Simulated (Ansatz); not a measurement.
Relaxed-ion elastic tensor of NbP (CsCl type, Pm-3m) in GPa (Voigt order), LDA in the plane-wave PAW code Ansatz; density 7.16 g/cm³, 14.36 Å³ per atom.

|  | 1 | 2 | 3 | 4 | 5 | 6 |
|---|---|---|---|---|---|---|
| 1 | 395 | 128 | 128 | 0.0 | 0.0 | 0.0 |
| 2 | 128 | 395 | 128 | 0.0 | 0.0 | 0.0 |
| 3 | 128 | 128 | 395 | 0.0 | 0.0 | 0.0 |
| 4 | 0.0 | 0.0 | 0.0 | 132 | 0.0 | 0.0 |
| 5 | 0.0 | 0.0 | 0.0 | 0.0 | 132 | 0.0 |
| 6 | 0.0 | 0.0 | 0.0 | 0.0 | 0.0 | 132 |

**Question.** Is the crystal mechanically stable?

**Answer.** Yes: the smallest eigenvalue of C is 132 GPa.

**Question.** Work out the Voigt, Reuss and Hill averages.

**Answer.** K_V = 217, K_R = 217, K_H = 217; G_V = 132, G_R = 132, G_H = 132 GPa.

**Question.** Give Young's modulus, Poisson's ratio, Pugh's ratio and the universal anisotropy index.

**Answer.** E = 9KG/(3K + G) = 330 GPa; ν = 0.25; K/G = 1.64 (brittle by the Pugh limit of 1.75); A_U = 5G_V/G_R + K_V/K_R − 6 = 0.00.

**Question.** Estimate the sound speeds and the Debye temperature.

**Answer.** v_l = √((K + 4G/3)/ρ) = 7410 m/s, v_t = √(G/ρ) = 4300 m/s, mean 4770 m/s; Θ = (h/k)(3n/4πV)^(1/3) v_m = 584 K.

**Question.** Give the Zener ratio and Young's modulus along [100], [110] and [111].

**Answer.** A = 2C44/(C11 − C12) = 0.99; 1/E = S11 − 2(S11 − S12 − S44/2)Γ with Γ = 0, 1/4, 1/3 gives 332, 329, 328 GPa.

**Question.** Solve the Christoffel equation for the three sound speeds along [100], [110], [111].

**Answer.** Eigenvalues of C_ijkl n_j n_l equal ρv². In km/s, slowest first: [100] 4.29, 4.29, 7.42; [110] 4.29, 4.32, 7.41; [111] 4.31, 4.31, 7.40.

A made-up cell: these elements were put on the sites of a structure type; neither database checked (COD, Materials Project) lists it. COD files the formula under space group No. 141, so this cell is another polymorph or a model. Whether it is the stable phase at ambient conditions was not checked. Symmetry was held in the LDA relaxation; phonons on a q-mesh show no instability. No spin polarisation was allowed. As this level gives no gap, shear constants depend on the k-mesh and smearing (Fermi–Dirac, 0.1 eV here).

Potentials: the later of the program's two PAW sets.
